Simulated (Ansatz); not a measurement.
C:
```cif
data_C12
_chemical_formula_sum 'C12'
_space_group_name_H-M_alt 'P 1'
_space_group_IT_number 1
_cell_length_a 3.80228
_cell_length_b 3.80228
_cell_length_c 4.68131
_cell_angle_alpha 90.000
_cell_angle_beta 90.000
_cell_angle_gamma 90.000
loop_
_space_group_symop_operation_xyz
  'x, y, z'
loop_
_atom_site_label
_atom_site_type_symbol
_atom_site_fract_x
_atom_site_fract_y
_atom_site_fract_z
_atom_site_occupancy
C1 C 0.92429 0.07571 0.75000 1
C2 C 0.42429 0.42429 0.00000 1
C3 C 0.07571 0.92429 0.25000 1
C4 C 0.57571 0.57571 0.50000 1
C5 C 0.62087 0.16670 0.53359 1
C6 C 0.33330 0.12087 0.78359 1
C7 C 0.37913 0.83330 0.03359 1
C8 C 0.66670 0.87913 0.28359 1
C9 C 0.12087 0.33330 0.21641 1
C10 C 0.83330 0.37913 0.96641 1
C11 C 0.87913 0.66670 0.71641 1
C12 C 0.16670 0.62087 0.46641 1
```

Relaxed with PBE.

### Question
Which orbitals make up the states near the band edges in PBE in the plane-wave PAW code Ansatz?

### Answer
Top 1 eV of the valence band: C 2p 96 %. Bottom 1 eV of the conduction band: C 2p 74 %, C 2s 20 %, outside the projected shells 6 %. Projections are on Löwdin-orthogonalised atomic valence shells; empty p or d shells of many metals are not among them.

### Question
Tabulate the density of states.

### Answer
States/eV per cell of 12 atoms, in 0.25 eV bins, energy from the valence-band maximum.

```
E (eV)  total  C 2p  C 2s
------  -----  ----  ----
-7.86    1.95  1.55  0.40
-7.61    3.29  2.64  0.64
-7.36    2.54  2.00  0.54
-7.11    2.88  2.23  0.64
-6.86    3.02  2.36  0.66
-6.61    3.00  2.36  0.63
-6.36    3.29  2.59  0.68
-6.11    3.45  2.73  0.71
-5.86    3.03  2.42  0.60
-5.61    2.56  2.08  0.48
-5.36    2.83  2.34  0.48
-5.11    3.61  3.03  0.57
-4.86    3.41  2.88  0.51
-4.61    3.31  2.84  0.46
-4.36    3.60  3.13  0.46
-4.11    3.30  2.89  0.40
-3.86    3.02  2.68  0.33
-3.61    4.45  4.02  0.42
-3.36    4.98  4.53  0.43
-3.11    3.35  3.06  0.28
-2.86    4.24  3.92  0.31
-2.61    5.29  4.95  0.32
-2.36    4.15  3.88  0.25
-2.11    3.97  3.72  0.24
-1.86    4.32  4.04  0.26
-1.61    5.20  4.87  0.30
-1.36    3.60  3.39  0.20
-1.11    4.30  4.10  0.18
-0.86    6.13  5.86  0.24
-0.61    4.27  4.12  0.13
-0.36    2.26  2.20  0.05
-0.11    0.50  0.49  0.01
0.14     0.00  0.00  0.00
0.39     0.00  0.00  0.00
0.64     0.00  0.00  0.00
0.89     0.00  0.00  0.00
1.14     0.00  0.00  0.00
1.39     0.00  0.00  0.00
1.64     0.00  0.00  0.00
1.89     0.00  0.00  0.00
2.14     0.00  0.00  0.00
2.39     0.00  0.00  0.00
2.64     0.00  0.00  0.00
2.89     0.00  0.00  0.00
3.14     0.00  0.00  0.00
3.39     0.00  0.00  0.00
3.64     0.00  0.00  0.00
3.89     0.00  0.00  0.00
4.14     0.00  0.00  0.00
4.39     0.00  0.00  0.00
4.64     0.00  0.00  0.00
4.89     0.00  0.00  0.00
5.14     1.20  0.94  0.18
5.39     5.82  4.25  1.21
5.64     4.21  3.08  0.87
5.89     4.76  3.56  0.88
6.14     4.89  3.68  0.89
6.39     4.24  3.08  0.89
6.64     3.83  2.70  0.88
6.89     2.59  1.76  0.66
7.14     3.28  2.20  0.85
7.39     3.97  2.73  0.95
7.64     5.23  3.74  1.04
7.89     4.86  3.47  0.98
8.14     5.02  3.40  1.18
8.39     4.62  3.12  1.12
8.64     3.45  2.34  0.82
8.89     3.55  2.34  0.88
9.14     4.15  2.70  1.15
9.39     3.79  2.42  1.09
9.64     4.43  2.85  1.26
```

Space group P4_12_12. The start of the workflow was typed in or built on a structure type; neither database checked (COD, Materials Project) lists it. It is not the phase usual at ambient conditions (space group No. 194, 227). Symmetry was held in the PBE relaxation; its stability against distortions is not shown here. The volume moved by 26 % from the start of the relaxation.

Potentials: the earlier of the program's two PAW sets.
